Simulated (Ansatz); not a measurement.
KF:
```yaml
crystal:
  lattice:
    - [0.00000, 2.65875, 2.65875]
    - [2.65875, 0.00000, 2.65875]
    - [2.65875, 2.65875, 0.00000]
  atoms:
    - { symbol: K, position: [0.00000, 0.00000, 0.00000] }
    - { symbol: F, position: [0.50000, 0.50000, 0.50000] }
```

Relaxed with r²SCAN.

**Question.** Map the electron localisation function on the plane through (0.000, 0.000, 0.000) spanned by u = [1, 0, 0] and v = [0, 1, -1] in lattice vectors, from DFT-r²SCAN in the program Ansatz with PAW potentials.

**Answer.** x is the fraction of u, y of v (the angle between them is 90°; rows are the nearest grid lines); atoms in the plane: K at (0.00, 0.00), F at (0.50, 0.50).
```
y \ x   0.000  0.105  0.158  0.263  0.368  0.474  0.526  0.632  0.737  0.842  0.895   1.00
------  -----  -----  -----  -----  -----  -----  -----  -----  -----  -----  -----  -----
1.00    0.495  0.812  0.876  0.747  0.067  0.006  0.006  0.067  0.747  0.876  0.812  0.495
0.947   0.631  0.836  0.878  0.710  0.047  0.010  0.010  0.047  0.710  0.878  0.836  0.631
0.842   0.876  0.873  0.832  0.231  0.026  0.158  0.158  0.026  0.231  0.832  0.873  0.876
0.789   0.861  0.811  0.660  0.049  0.105  0.448  0.448  0.105  0.049  0.660  0.811  0.861
0.684   0.396  0.133  0.038  0.129  0.687  0.796  0.796  0.687  0.129  0.038  0.133  0.396
0.632   0.067  0.024  0.026  0.410  0.792  0.808  0.808  0.792  0.410  0.026  0.024  0.067
0.526   0.006  0.032  0.159  0.679  0.807  0.485  0.485  0.807  0.679  0.159  0.032  0.006
0.474   0.006  0.032  0.159  0.679  0.807  0.485  0.485  0.807  0.679  0.159  0.032  0.006
0.368   0.067  0.024  0.026  0.410  0.792  0.808  0.808  0.792  0.410  0.026  0.024  0.067
0.316   0.396  0.133  0.038  0.129  0.687  0.796  0.796  0.687  0.129  0.038  0.133  0.396
0.211   0.861  0.811  0.660  0.049  0.105  0.448  0.448  0.105  0.049  0.660  0.811  0.861
0.158   0.876  0.873  0.832  0.231  0.026  0.158  0.158  0.026  0.231  0.832  0.873  0.876
0.0526  0.631  0.836  0.878  0.710  0.047  0.010  0.010  0.047  0.710  0.878  0.836  0.631
0.000   0.495  0.812  0.876  0.747  0.067  0.006  0.006  0.067  0.747  0.876  0.812  0.495
```

The density is the valence pseudo-density with augmentation charge, so density and ELF within about 1 Å of a nucleus are not all-electron values.

Space group Fm-3m (rock salt). Symmetry was held in the r²SCAN relaxation; phonons on a q-mesh show no instability.

Potentials: the later of the program's two PAW sets.
